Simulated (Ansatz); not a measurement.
Space group Cmce (No. 64). a = 6.584 Å, b = 4.069 Å, c = 8.099 Å, α = 90.00°, β = 90.00°, γ = 90.00°
| atom | site | symmetry | x | y | z |
| --- | --- | --- | --- | --- | --- |
| Cl | 8f | m.. | 0.5000 | 0.6244 | 0.1088 |

Equation of state of this Cl structure (not necessarily the ground state), with shape and atoms relaxed at each volume where symmetry leaves them free. Computed with DFT PBE+D3(BJ), scalar-relativistic, plane waves, PAW in Ansatz 0.2.0.

Cutoff 420 eV; k points 8×8×4 on the computed 4-atom cell (Γ-centred); Gaussian smearing, width 0.02 eV; no spin polarisation.

```json
{"V (Å³/atom)": "23.866", "E − E(largest V) (meV/atom)": "8.55", "P (GPa)": "1.55", "gap on mesh (eV)": "2.15"}
{"V (Å³/atom)": "24.680", "E − E(largest V) (meV/atom)": "2.11", "P (GPa)": "1.02", "gap on mesh (eV)": "2.16"}
{"V (Å³/atom)": "25.493", "E − E(largest V) (meV/atom)": "-1.93", "P (GPa)": "0.60", "gap on mesh (eV)": "2.17"}
{"V (Å³/atom)": "26.307", "E − E(largest V) (meV/atom)": "-4.08", "P (GPa)": "0.27", "gap on mesh (eV)": "2.18"}
{"V (Å³/atom)": "27.121", "E − E(largest V) (meV/atom)": "-4.76", "P (GPa)": "0.01", "gap on mesh (eV)": "2.19"}
{"V (Å³/atom)": "27.934", "E − E(largest V) (meV/atom)": "-4.27", "P (GPa)": "-0.19", "gap on mesh (eV)": "2.21"}
{"V (Å³/atom)": "28.748", "E − E(largest V) (meV/atom)": "-2.89", "P (GPa)": "-0.34", "gap on mesh (eV)": "2.22"}
{"V (Å³/atom)": "29.833", "E − E(largest V) (meV/atom)": "0.00", "P (GPa)": "-0.49", "gap on mesh (eV)": "2.24"}
```

Problem. Fit a third-order Birch–Murnaghan equation to E(V).

Solution. V0 = 27.15 Å³/atom, B0 = 8 GPa, B0' = 7.4.